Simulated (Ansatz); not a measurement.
Here is the system:

Starting cell, Cd (hcp, Mg type):

```
CELL_PARAMETERS angstrom
      3.01606     0.00000     0.00000
     -1.50803     2.61198     0.00000
      0.00000     0.00000     5.81912
ATOMIC_POSITIONS crystal
  Cd 0.33333 0.66667 0.75000
  Cd 0.66667 0.33333 0.25000
```

Scan: atom 2 (Cd, nearest neighbour Cd at 3.016 Å; its periodic images, 3.0 Å or more away, move with it) is displaced along Cartesian [110], direction (0.707, 0.707, 0.000) in Cartesian axes, by s. The other atoms stay.

Level of theory: PBE (plane waves to 420 eV, PAW, scalar-relativistic; Ansatz, an electronic-structure program). k mesh 14×14×7 (Γ-centred), Fermi-Dirac smearing 0.05 eV. The energy includes the smearing's −TS. With partly filled bands, energies and forces of such displacements shift with the k mesh and the smearing. On this mesh the relaxed cell isn't quite at rest: it carries a pressure of 0.2 GPa (compression positive) at the zero of the scan. Cd was relaxed with its symmetry unable to fall. The relaxed volume of Cd is well above the measured one; the method has no dispersion term. ΔE is measured from the undisplaced structure.

The scan covers s from -0.600 to 0.600 Å in 11 points.

Task: Is the energy the same for displacements of ±0.600 Å, and if not, which side lies higher?

Result: Not even: the positive side lies higher at ±0.600 Å. With its periodic images moving along, the atom's site symmetry in this cell is -6m2.

Task: What force acts on the atom along the line at s = -0.600 Å?

Result: 0.041 eV/Å.

Task: What is the force constant k = d²E/ds² of this move at s = 0?

Result: 0.19 eV/Å².

(For displaced atoms, the force is minus the slope of the energy, and its curvature is a force constant, which sets phonon frequencies.)
